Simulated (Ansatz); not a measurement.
Si in the diamond structure, relaxed with r2SCAN: 4 runs in Ansatz 0.2.0, each a calculation of independent-particle optics. Space group Fd-3m (No. 227), cubic; conventional cell a = 5.444 Å, 20.17 Å³ an atom. Si has 4 Si at 2.36 Å. Spin-unpolarised throughout; all numbers are computed.

```yaml
crystal:
  lattice:
    - [0.00000, 2.72212, 2.72212]
    - [2.72212, 0.00000, 2.72212]
    - [2.72212, 2.72212, 0.00000]
  atoms:
    - { symbol: Si, position: [0.00000, 0.00000, 0.00000] }
    - { symbol: Si, position: [0.25000, 0.25000, 0.25000] }
```

On meshes this coarse, single peaks can be features of the mesh. No local fields, no excitons; the zone sum runs over the cells of the mesh, and ε∞ includes the bands left out of the spectrum. Up to four peaks are listed, those above 15 % of the tallest and inside the complete range; the four can differ from row to row. Rows marked drawn have settings drawn at random (some not listed).

```csv
functional,k mesh,broadening (eV),scissors (eV),range (eV),settings,direct gap on the mesh before scissors (eV),ε∞ xx,ε∞ yy,ε∞ zz,complete up to (eV),tallest peaks of mean ε₂ (eV)
PBE,6×6×6,0.1,0.00,0–12,chosen,2.55,13.54,13.54,13.54,12.0,3.75 4.55
r2SCAN,6×6×6,0.1,0.00,0–12,chosen,2.74,11.95,11.95,11.95,12.0,4.10 4.85
PBE,6×6×6,0.1,0.78 (to HSE06),0–12,chosen,2.55,11.44,11.44,11.44,12.0,4.55 5.30
r2SCAN,4×4×4,0.03,0.60,2–30,drawn,2.73,10.63,10.63,10.63,30.0,4.70 5.40
```

The fundamental gap is indirect (0.72 eV with PBE on 6×6×6); the table holds the direct one.
